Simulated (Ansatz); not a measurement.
Relaxed-ion elastic tensor of SrMgF4 in space group Cmc2_1 (No. 36; Pearson symbol oS24) in GPa (Voigt order), plane-wave PAW PBEsol (Ansatz code); density 3.91 g/cm³, 13.30 Å³ per atom.

```tsv
	1	2	3	4	5	6
1	169	37.6	66.2	0.0	0.0	0.0
2	37.6	89.5	43.5	0.0	0.0	0.0
3	66.2	43.5	108	0.0	0.0	0.0
4	0.0	0.0	0.0	17.7	0.0	0.0
5	0.0	0.0	0.0	0.0	53.5	0.0
6	0.0	0.0	0.0	0.0	0.0	30.5
```

**Question.** Is the crystal mechanically stable?

**Answer.** Yes: the smallest eigenvalue of C is 17.7 GPa.

**Question.** Work out the Voigt, Reuss and Hill averages.

**Answer.** K_V = 73.4, K_R = 67.1, K_H = 70.2; G_V = 34.9, G_R = 29.5, G_H = 32.2 GPa.

**Question.** Give Young's modulus, Poisson's ratio, Pugh's ratio and the universal anisotropy index.

**Answer.** E = 9KG/(3K + G) = 83.8 GPa; ν = 0.30; K/G = 2.18 (ductile by the Pugh limit of 1.75); A_U = 5G_V/G_R + K_V/K_R − 6 = 1.03.

**Question.** Estimate the sound speeds and the Debye temperature.

**Answer.** v_l = √((K + 4G/3)/ρ) = 5380 m/s, v_t = √(G/ρ) = 2870 m/s, mean 3210 m/s; Θ = (h/k)(3n/4πV)^(1/3) v_m = 403 K.

**Question.** How much does each axis shrink under pressure?

**Answer.** Linear compressibilities β_i = Σ_j S_ij (j = 1 to 3): x 2.3, y 7.9, z 4.6 per TPa.

The first step of the workflow began from a Materials Project structure, measured or hypothetical; the Crystallography Open Database files this formula in space group No. 36, but the cells were not matched. Whether it is the stable phase at ambient conditions was not checked. The cell was relaxed with PBEsol under the symmetry of its start; of distortions, only those at the zone centre were tested.

Potentials: the earlier of the program's two PAW sets.
